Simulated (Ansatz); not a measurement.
## Mg vacancy in LaMg2Si2, calculated

All numbers are calculated (r2SCAN, no spin polarisation, no spin-orbit coupling; Ansatz, PAW set soft_2, 500 eV, k-mesh 4×4×4 shifted by half a step), not measured.

The relaxed host crystal (no gap at this level of theory):

```cif
data_structure
_symmetry_space_group_name_H-M 'P 1'
_symmetry_Int_Tables_number 1
_cell_length_a 4.3184
_cell_length_b 4.3184
_cell_length_c 5.8220
_cell_angle_alpha 90.000
_cell_angle_beta 90.000
_cell_angle_gamma 90.000
_cell_volume 108.57
loop_
_atom_site_label
_atom_site_type_symbol
_atom_site_fract_x
_atom_site_fract_y
_atom_site_fract_z
_atom_site_occupancy
La1 La 0.00000 0.00000 0.00000 1
Mg1 Mg 0.00000 0.50000 0.50000 1
Mg2 Mg 0.50000 0.00000 0.50000 1
Si1 Si 0.50000 0.50000 0.19863 1
Si2 Si 0.50000 0.50000 0.80137 1
```

Supercell of 20 atoms, rows of the matrix [[1,1,1],[1,-1,-1],[-1,1,-1]] times the cell vectors; Mg vacancy at (0.000, 0.500, 0.500) in fractions of the cell above. Atoms are relaxed at the host's cell, from a start shaken by 0.03 Å near the defect. The cell loses 1 of its 8 Mg, so this is a heavily defective crystal.

**Question.** How does the lattice relax around the defect?

**Answer.** Distances from the empty Mg site (Å), by shell of the perfect crystal:

| shell | perfect crystal | relaxed, charge 0 |
| --- | --- | --- |
| 4 Si | 2.78 | 2.78 |

| charge | gap of the cell on the mesh (eV) |
| --- | --- |
| 0 | 0.00 |

Formation energy of the neutral defect: 1.56 eV, taking atoms from and to the elements' standard states (no corrections for gases), so it belongs to those chemical potentials alone.

Relaxed cell at charge 0:

```
LaMg2Si2 V_Mg charge 0
1.0
     4.3184    4.3184    5.8220
     4.3184   -4.3184   -5.8220
    -4.3184    4.3184   -5.8220
La Mg Si
4 7 8
Direct
  0.9986 0.9963 0.9945
  0.9986 0.5036 0.5018
  0.4986 0.5036 0.0018
  0.4986 0.9963 0.4945
  0.2486 0.7499 0.9981
  0.7486 0.7499 0.4981
  0.7486 0.2499 0.9981
  0.7261 0.4862 0.7392
  0.7711 0.0135 0.2570
  0.2534 0.0136 0.7393
  0.2439 0.4863 0.2570
  0.4959 0.6504 0.6513
  0.5016 0.1522 0.1475
  0.0013 0.1558 0.6513
  0.9956 0.6463 0.1475
  0.4959 0.3440 0.3449
  0.5016 0.8535 0.8488
  0.0013 0.8495 0.3450
  0.9957 0.3476 0.8487
```

Caveats: small supercell, so energies and levels can be off by tenths of an eV; one random start near the defect, so other minima are possible.
